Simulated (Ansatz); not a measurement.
Nb$_{5}$Si$_{3}$B in space group P6_3/mcm (No. 193; Nb on 4d, Nb on 6g, Si on 6g, B on 2b), plane-wave PAW r²SCAN (Ansatz code), all energies at zero smearing, with the estimated change up to a 700 eV cutoff added, with one set of potentials and settings (totals compare only within such a set). Cell of 18 atoms (10 Nb, 6 Si, 2 B): -49797.374 eV.

```
element             reference phase  E (eV/atom)
-------  --------------------------  -----------
Nb       Im-3m, 1 atoms in the cell   -4563.6321
Si       Fd-3m, 2 atoms in the cell    -639.0667
B        R-3m, 12 atoms in the cell    -156.5544
```

Formation energy per atom, worked out: (-49797.374 − 10×(-4563.6321) − 6×(-639.0667) − 2×(-156.5544))/18 = -0.752 eV/atom (-73 kJ per mol of atoms), at 0 K, without zero-point energy or fitted corrections.

The first step of the workflow began from a Materials Project structure, measured or hypothetical; the Crystallography Open Database copy checked does not list it. Its standing as an ambient phase is unchecked. Symmetry was held in the r²SCAN relaxation; whether a distortion lowers the energy is not shown. No spin polarisation was allowed. The references are the lowest solids computed at this level, not always the standard phases.

Potentials: the later of the program's two PAW sets.
